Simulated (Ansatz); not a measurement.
Wires are cut from relaxed bulk Pt (Fm-3m, 15.04 Å³/atom, gap on the mesh 0.00 eV); atoms and period are relaxed, and energies count from that bulk.

Method: DFT PBEsol, scalar-relativistic, plane waves, PAW (Ansatz).

Cutoff 420 eV, Gaussian smearing of 0.05 eV, energies at zero smearing, symmetry of each start kept, no spin polarisation.

```json
{"start": "[111] wire, 16 host atoms a period", "atoms": "16", "k mesh": "1×1×8", "excess energy (eV per host atom)": "1.395", "line energy (eV/Å)": "3.479", "period (Å)": "6.416", "gap on the mesh (eV)": "0", "highest filled level or Fermi level under vacuum (eV)": "5.17"}
{"start": "[111] wire, 18 host atoms a period", "atoms": "18", "k mesh": "1×1×8", "excess energy (eV per host atom)": "1.337", "line energy (eV/Å)": "3.753", "period (Å)": "6.411", "gap on the mesh (eV)": "0", "highest filled level or Fermi level under vacuum (eV)": "5.27"}
```

Spin-orbit coupling is left out, which matters for the bands of heavy elements.

Each run keeps its start's symmetry and one magnetic start, so lower states can exist.

Cost: 2 runs of about 75 core-minutes in all, on Arm Neoverse V2 (shared hosts).